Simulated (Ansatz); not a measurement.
SnSe:
```xyz
4
Lattice="4.1927 0.0000 0.0000 0.0000 4.1927 0.0000 0.0000 0.0000 32.0000" Properties=species:S:1:pos:R:3 pbc="T T F"
Sn     2.0964     0.0000    17.3444
Se     2.0964     0.0000    14.6702
Sn     0.0000     2.0964    14.6556
Se     0.0000     2.0964    17.3298
```
The layer is periodic in x and y and isolated along z.

Relaxed with LDA. Special points in fractions of this cell's reciprocal vectors: M (0.500, 0.500, 0.000); Γ (0.000, 0.000, 0.000); X (0.000, 0.500, 0.000).

Q: List the band energies nearest the valence-band maximum at these points for plane-wave PAW LDA (Ansatz code).

A: In eV from the valence-band maximum; about four levels below and three above (degenerate sets whole), none deeper than 8.9 eV; points with the same levels are listed once.

| k | below | above |
|---|---|---|
| M | -4.00 -4.00 -2.21 -2.21 | 3.18 3.18 4.14 4.14 |
| Γ | -3.63 -3.63 -2.34 -2.34 -0.92 | 1.14 3.21 3.68 |
| X | -2.02 -2.02 -0.50 -0.50 | 1.10 1.10 1.59 1.59 |

Space group P4/nmm (square). The layer was cut from a bulk entry of the Materials Project (measured or hypothetical); whether that bulk phase is the ambient one, and whether the layer has been isolated, was not checked. The LDA relaxation kept the symmetry of its start; whether a distortion lowers the energy is not shown. Spin–orbit coupling is left out wherever it is not named.

Potentials: the later of the program's two PAW sets.
